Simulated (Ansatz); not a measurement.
**Yb (bcc): energy against volume**

Level of theory: DFT, LDA (PW92), plane waves (420 eV) with PAW, scalar-relativistic in Ansatz. The PAW files were generated under PBE, with cores re-solved for the functional.

The cell is scaled uniformly from the relaxed one, with fractional coordinates and shape fixed. Energies are extrapolated to zero smearing, pressures are those at the given smearing. Magnetic state: spin not included.

A Birch-Murnaghan fit gives V₀ = 29.16 Å³/atom, B₀ = 27 GPa, B₀′ = 3.6.

What are the energy above the minimum and the pressure at 25.755 Å³/atom?

40.8 meV/atom and 4.40 GPa as computed.

What are the energy above the minimum and the pressure at 30.437 Å³/atom?

4.5 meV/atom and -1.01 GPa as computed.

What are the energy above the minimum and the pressure at 31.608 Å³/atom?

15.5 meV/atom and -1.83 GPa as computed.
